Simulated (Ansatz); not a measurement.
The elements of this relaxed trial crystal are hidden behind letters.

```
lattice vectors (Å)
   3.5004    0.0000    0.0000
   0.0000    3.5004    0.0000
   0.0000    0.0000   10.7240
fractional positions
X 0.5000 0.5000 0.0000
X 0.5000 0.5000 0.5000
Z 0.0000 0.0000 0.2500
Z 0.0000 0.0000 0.7500
Q 0.0000 0.5000 0.0000
Q 0.5000 0.0000 0.5000
```

Level of theory: DFT PBE, scalar-relativistic, plane waves, PAW (Ansatz 0.2.0). Plane waves to 420 eV, a 10×10×4 mesh through Γ for the 6-atom cell and 0.10 eV Gaussian smearing; no spin polarisation.

```
Space group                                : P4_2/mmc (No. 131)
Conventional cell                          : a = 3.500 Å, c = 10.724 Å
Volume per atom                            : 21.90 Å³
Density                                    : 4.90 g/cm³
Formation energy                           : −0.36 eV/atom
Gap on the 10×10×4 mesh of the 6-atom cell : 0 eV (a metal)
```

Energies are uncorrected and count from the elements' standard states at the same level.

**Question.** X is a d-block element of period 4, Z is a d-block element of period 5 and Q is a p-block element of period 2. Which elements are they?

**Answer.** X = Zn, Z = Cd, Q = O, so the formula is ZnCdO. Density times volume gives a mean mass of 4.90 × 21.90/1.6605 = 64.6 u per atom, and this set has 64.6 u. Among the elements that the hints allow, noble gases aside, only these give it. Zn has 2 O at 1.75 Å, 4 Zn at 3.50 Å and 8 Cd at 3.65 Å; around Cd lie 4 O at 3.20 Å, 4 Cd at 3.50 Å and 8 Zn at 3.65 Å; O is surrounded by 2 Zn at 1.75 Å and 4 Cd at 3.20 Å.

A structure relaxed within its symmetry needn't be a true minimum. Another cell of ZnCdO relaxed alike, in Pmn2_1, lies 0.43 eV/atom lower, so this cell isn't the stable form at this level.
